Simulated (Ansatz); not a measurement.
Relaxed-ion elastic tensor of SnPbSe2 in space group R-3m (No. 166; Sn on 3b, Pb on 3a, Se on 6c) in GPa (Voigt order), DFT-r²SCAN in the program Ansatz with PAW potentials; density 7.07 g/cm³, 28.39 Å³ per atom.

|  | 1 | 2 | 3 | 4 | 5 | 6 |
|---|---|---|---|---|---|---|
| 1 | 90.8 | 25.6 | 39.2 | 19.0 | 0.0 | 0.0 |
| 2 | 25.6 | 90.8 | 39.2 | -19.0 | 0.0 | 0.0 |
| 3 | 39.2 | 39.2 | 77.9 | 0.0 | 0.0 | 0.0 |
| 4 | 19.0 | -19.0 | 0.0 | 46.2 | 0.0 | 0.0 |
| 5 | 0.0 | 0.0 | 0.0 | 0.0 | 46.2 | 19.0 |
| 6 | 0.0 | 0.0 | 0.0 | 0.0 | 19.0 | 32.6 |

### Question
Is the crystal mechanically stable?

### Answer
Yes: the smallest eigenvalue of C is 19.2 GPa.

### Question
Work out the Voigt, Reuss and Hill averages.

### Answer
K_V = 51.9, K_R = 51.9, K_H = 51.9; G_V = 35.4, G_R = 26.4, G_H = 30.9 GPa.

### Question
Give Young's modulus, Poisson's ratio, Pugh's ratio and the universal anisotropy index.

### Answer
E = 9KG/(3K + G) = 77.3 GPa; ν = 0.25; K/G = 1.68 (near the Pugh limit of 1.75, no verdict); A_U = 5G_V/G_R + K_V/K_R − 6 = 1.70.

### Question
Estimate the sound speeds and the Debye temperature.

### Answer
v_l = √((K + 4G/3)/ρ) = 3630 m/s, v_t = √(G/ρ) = 2090 m/s, mean 2320 m/s; Θ = (h/k)(3n/4πV)^(1/3) v_m = 226 K.

### Question
Solve the Christoffel equation for the three sound speeds along x, y, z.

### Answer
Eigenvalues of C_ijkl n_j n_l equal ρv². In km/s, slowest first: x 1.65, 2.90, 3.58; y 2.15, 2.35, 3.72; z 2.56, 2.56, 3.32.

### Question
How much does each axis shrink under pressure?

### Answer
Linear compressibilities β_i = Σ_j S_ij (j = 1 to 3): x 6.5, y 6.5, z 6.3 per TPa.

The first step of the workflow began from a Materials Project structure, measured or hypothetical; the Crystallography Open Database copy checked does not list it. With Sn and Pb taken as one species the cell has the higher symmetry Fm-3m, so it may be an ordered model of a mixed-site phase. Whether it is the stable phase at ambient conditions was not checked. The cell was relaxed with r²SCAN under the symmetry of its start; phonons show weakly imaginary modes. Spin–orbit coupling is left out wherever it is not named.

Potentials: the later of the program's two PAW sets.
